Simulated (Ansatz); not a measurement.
Starting cell, CsPbCl$_{3}$ (cubic perovskite):

```yaml
crystal:
  lattice:
    - [5.73565, 0.00000, 0.00000]
    - [0.00000, 5.73565, 0.00000]
    - [0.00000, 0.00000, 5.73565]
  atoms:
    - { symbol: Cs, position: [0.00000, 0.00000, 0.00000] }
    - { symbol: Pb, position: [0.50000, 0.50000, 0.50000] }
    - { symbol: Cl, position: [0.00000, 0.50000, 0.50000] }
    - { symbol: Cl, position: [0.50000, 0.50000, 0.00000] }
    - { symbol: Cl, position: [0.50000, 0.00000, 0.50000] }
```

In this cell atom 4 (Cl, nearest neighbour Pb at 2.868 Å; its periodic images, 5.7 Å or more away, move with it) is moved by s along Cartesian [111], unit vector (0.577, 0.577, 0.577); all other atoms and the cell stay fixed.

Method: PBE (plane waves to 420 eV, PAW, scalar-relativistic; Ansatz, a first-principles code). k mesh 5×5×5 (Γ-centred), Fermi-Dirac smearing 0.05 eV. Energies are smeared free energies. Stress and pressure are positive under compression. F∥ is the force on the atom along that direction. F⊥ is the part of the force across the line. CsPbCl3 was relaxed with its symmetry unable to fall. Spin-orbit coupling is left out, though Pb is heavy. The PAW data are Ansatz's earlier set. This is a high-temperature form of CsPbCl3. ΔE is measured from the undisplaced structure.

| s (Å) | ΔE (meV/cell) | F∥ (eV/Å) | |F⊥| (eV/Å) | P (GPa) |
|---|---|---|---|---|
| -0.570 | 139.3 | 0.596 | 0.665 | 0.67 |
| -0.456 | 81.7 | 0.420 | 0.450 | 0.42 |
| -0.342 | 42.3 | 0.276 | 0.284 | 0.23 |
| -0.228 | 17.5 | 0.163 | 0.161 | 0.09 |
| -0.114 | 4.2 | 0.074 | 0.071 | 0.00 |
| 0.000 | 0.0 | 0.000 | 0.000 | -0.02 |
| 0.114 | 4.2 | -0.074 | 0.071 | 0.00 |
| 0.228 | 17.5 | -0.163 | 0.161 | 0.09 |
| 0.342 | 42.3 | -0.276 | 0.284 | 0.23 |
| 0.456 | 81.7 | -0.420 | 0.450 | 0.42 |
| 0.570 | 139.3 | -0.596 | 0.665 | 0.67 |

Derived quantities:

* **Energy at s = 0.570 Å**: 139.3 meV/cell
* **Force along the line at s = -0.570 Å**: 0.596 eV/Å
* **Symmetry of the curve**: even: the same for both signs
* **Shape of the curve**: a single well with its minimum at or next to zero displacement
* **Force constant k = d²E/ds² at s = 0 (finite differences)**: 0.63 eV/Å²
* **Harmonic estimate at the end of the scan**: ½ks² = 102.7 meV/cell against the computed 139.3 meV/cell, so the well is stiffer than harmonic there

The 11 points together took very roughly 2.5 core-minutes.

(For displaced atoms, the force is minus the slope of the energy, and its curvature is a force constant, which sets phonon frequencies.)
